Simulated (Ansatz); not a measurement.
Input and command of a plane-wave DFT calculation in Ansatz:

```yaml
crystal:
  lattice:
    - [-2.3952543923, 2.3952543923, 4.175750275]
    - [2.3952543923, -2.3952543923, 4.175750275]
    - [2.3952543923, 2.3952543923, -4.175750275]
  atoms:
    - { symbol: Ru, position: [0.0, 0.0, 0.0] }
    - { symbol: Ru, position: [0.75, 0.25, 0.5] }
    - { symbol: Os, position: [0.3332849566, 0.3332849566, 0.0] }
    - { symbol: Os, position: [0.0832849566, 0.5832849566, 0.5] }
    - { symbol: Os, position: [0.4167150434, 0.9167150434, 0.5] }
    - { symbol: Os, position: [0.6667150434, 0.6667150434, 0.0] }
basis:
  ecutwfc: 420
kpoints:
  mp_grid: { grid: [12, 12, 12] }
hamiltonian:
  xc: pbe
scf:
  occupations: { method: gaussian, width: 0.1 }
output:
  forces: true
  stress: true
  eigenvalues: true
relax:
  adjacent_minimum: "off"
  f_tol: 0.01
  max_steps: 80
  cell: { stress_tol: 0.05 }
```

```bash
ansatz run input.yaml --threads 1 --pin off --max-ram 2560MiB --backend cpu --events-out ev --progress --plain --runs-dir out
```

Processor: Intel(R) Xeon(R) Platinum 8488C (Sapphire Rapids), 1 thread, on a host shared with other jobs.

How long does it run, and how much memory does it take?

About 6.3 min on 1 thread of Intel(R) Xeon(R) Platinum 8488C (Sapphire Rapids), on a shared host, peak memory 0.88 GiB. It solves 58 bands at 163 k points (the mesh reduced by the symmetry that the task leaves, which can be less than the crystal's) with about 1865 plane waves (on the last cell), in 45 SCF iterations over 7 ionic steps.
